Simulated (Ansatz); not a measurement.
Space group P6_3/mmc (No. 194). a = 4.239 Å, b = 4.239 Å, c = 8.909 Å, α = 90.00°, β = 90.00°, γ = 120.00°
| atom | site | symmetry | x | y | z |
| --- | --- | --- | --- | --- | --- |
| Sr | 2a | -3m. | 0.0000 | 0.0000 | 0.5000 |
| As | 2d | -6m2 | 0.3333 | 0.6667 | 0.7500 |
| Pt | 2c | -6m2 | 0.3333 | 0.6667 | 0.2500 |

Equation of state of this SrAsPt structure (not necessarily the ground state), with shape and atoms relaxed at each volume where symmetry leaves them free. It has no gap at any of these volumes. All numbers below come from Ansatz 0.2.0, DFT PBEsol, scalar-relativistic, plane waves, PAW.

Cutoff 420 eV; k points 12×12×4 on the computed 6-atom cell (Γ-centred); Gaussian smearing, width 0.10 eV; no spin polarisation.

```
V (Å³/atom) E − E(largest V) (meV/atom) P (GPa)
     21.723                         3.18     5.07
     22.416                       -12.70     2.33
     23.110                       -17.55    -0.02
     23.803                       -12.88    -2.06
     24.496                         0.00    -3.82
```

Q: Fit a third-order Birch–Murnaghan equation to E(V).

A: V0 = 23.10 Å³/atom, B0 = 73 GPa, B0' = 3.9.

Spin-orbit coupling is left out, which matters for the bands of heavy elements.